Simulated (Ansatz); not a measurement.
The relaxed structure here is a generated cell of FeSi: the first start was made by placing the elements on the sites of a structure type, and the end was not matched to a known phase here, so it may be hypothetical.

One starting cell of FeSi (a generated cell, FeSi built in the AFLOW prototype AB_tP4_129_c_c (B11, as in TiCu)) was relaxed twice with Ansatz (plane waves, PAW, scalar-relativistic): with PBEsol at 420 eV and with PBE at 420 eV. The PBEsol result:

```
FeSi
1.0
    3.03480     0.00000     0.00000
    0.00000     3.03480     0.00000
    0.00000     0.00000     4.88616
Fe Si
2 2
Cartesian
  1.51740   0.00000   3.18604
  0.00000   1.51740   1.70012
  1.51740   0.00000   0.71767
  0.00000   1.51740   4.16849
```

| quantity | PBEsol | PBE |
|---|---|---|
| space group | P4/nmm | P4/nmm |
| volume (Å³/atom) | 11.25 | 11.64 |
| a (Å) | 3.035 | 3.076 |
| c (Å) | 4.886 | 4.919 |
| gap (eV, no spin-orbit coupling) | 0.00 | 0.00 |
| spin order | ferromagnetic | ferromagnetic |
| net moment (μB/atom) | 0.79 | 0.81 |

Both levels end in the same structure; PBE's volume is 3.4 % larger. Neither column is exact.

Spin states reached: ferromagnetic; spin orders were not searched systematically.

The run could not lose the symmetry of its start; a randomly shaken copy of 8 atoms returns to this structure.

Ansatz is a quantum-chemistry and plane-wave program.
